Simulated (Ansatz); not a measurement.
Starting cell, BaLiF3 (cubic perovskite):

```
CELL_PARAMETERS angstrom
      7.77536     0.00000     0.00000
      3.88768     3.88768     0.00000
      3.88768     0.00000     3.88768
ATOMIC_POSITIONS crystal
  Ba 0.00000 0.00000 0.00000
  Ba 0.50000 0.00000 0.00000
  Li 0.75000 0.50000 0.50000
  Li 0.25000 0.50000 0.50000
  F  0.50000 0.50000 0.50000
  F  0.00000 0.50000 0.50000
  F  0.00000 0.00000 0.50000
  F  0.50000 0.00000 0.50000
  F  0.00000 0.50000 0.00000
  F  0.50000 0.50000 0.00000
```

A phonon eigenvector at R = (0.5, 0.5, 0.5) is frozen into this cell: atom i moves by Q times the vector below, so Q is the largest atomic displacement, in Å. The cell is held. It is one choice among 3 degenerate patterns. (q is in reciprocal vectors of the primitive cell; the cell shown is doubled to hold the pattern.)

```tsv
atom	x	y	z
F7	0.000	0.000	-1.000
F8	0.000	0.000	1.000
F9	0.000	1.000	0.000
F10	0.000	-1.000	0.000
```

Atoms not listed stay in place.

The numbers are results of LDA (plane waves to 420 eV, PAW, scalar-relativistic; Ansatz, an electronic-structure program), not measurements. k mesh 9×9×9 (Γ-centred), Fermi-Dirac smearing 0.05 eV. E stands for the smeared free energy. BaLiF3 was relaxed with its symmetry unable to fall. The zero of ΔE is the undisplaced structure.

The scan covers Q from -0.100 to 0.100 Å in 13 points.

Task: Which space group does the distorted structure have?

Result: I4/mcm (No. 140), lowered from Pm-3m.

Task: What is the energy change at Q = 0.100 Å?

Result: 17.2 meV/cell.

Task: What harmonic wavenumber does the curvature at Q = 0 give?

Result: 109 cm⁻¹.

(A displaced cell: forces are minus the slopes of the energy, force constants its curvatures, and phonons follow from these.)
